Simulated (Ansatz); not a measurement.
## Computed properties of TaS2

TaS₂:
```cif
data_S6Ta3
_chemical_formula_sum 'Ta3 S6'
_space_group_name_H-M_alt 'R3m :H'
_space_group_IT_number 160
_space_group_name_Hall 'R 3 -2"'
_cell_length_a 3.26993
_cell_length_b 3.26993
_cell_length_c 17.73703
_cell_angle_alpha 90.000
_cell_angle_beta 90.000
_cell_angle_gamma 120.000
loop_
_atom_site_label
_atom_site_type_symbol
_atom_site_symmetry_multiplicity
_atom_site_Wyckoff_symbol
_atom_site_fract_x
_atom_site_fract_y
_atom_site_fract_z
_atom_site_occupancy
Ta1 Ta 3 a 0.00000 0.00000 0.16665 1
S1 S 3 a 0.00000 0.00000 0.58769 1
S2 S 3 a 0.00000 0.00000 0.41265 1
```
(The calculation used a cell of 3 atoms; values per cell refer to that cell.)

Space group R3m (No. 160); conventional cell a = b = 3.270 Å, c = 17.737 Å, α = β = 90.00°, γ = 120.00°.

Method: plane-wave PAW LDA (Ansatz code). Geometry: relaxed at this level of theory. Other levels are named where they apply.

Cell and energy:

| Item | Value |
|---|---|
| Volume per atom | 18.25 Å³ |
| Density | 7.43 g/cm³ |
| Formation energy from the elements (no fitted shifts) | -1.15 eV/atom |

Electronic structure:

| Item | Value |
|---|---|
| Electronic character | metallic (no gap) |
| Density of states at the Fermi level | 0.79 states/eV per atom (mean over ±0.08 eV) |

Mechanics:

| Item | Value |
|---|---|
| Bulk modulus (Birch–Murnaghan fit) | 40.7 GPa |
| Pressure derivative B′ | 12.5 |

Phonons:

| Item | Result |
|---|---|
| Highest zone-centre frequency | 399 cm⁻¹ |
| Zone-centre stability | no imaginary mode at Γ |

The first step of the workflow began from a Materials Project structure, measured or hypothetical; the Crystallography Open Database copy checked does not list it. COD files the formula under space group No. 42, 164, 166, 194. Whether it is the stable phase at ambient conditions was not checked. The LDA relaxation kept the symmetry of its start. No spin polarisation was allowed. A crystal of weakly bound layers computed without a dispersion correction: the cell and the soft elastic constants depend strongly on that. With an odd number of electrons in the cell and no spin polarisation, the count alone makes it a metal. As this level gives no gap, phonon frequencies hold no LO–TO term and depend on the k-mesh and smearing (Fermi–Dirac, 0.1 eV here). The references are the lowest solids computed at this level, not always the standard phases. Spin–orbit coupling is left out wherever it is not named.

Potentials: the earlier of the program's two PAW sets. The files were generated under PBE; for other functionals the program regenerates the frozen cores, and for LDA and PBEsol the local potential too.
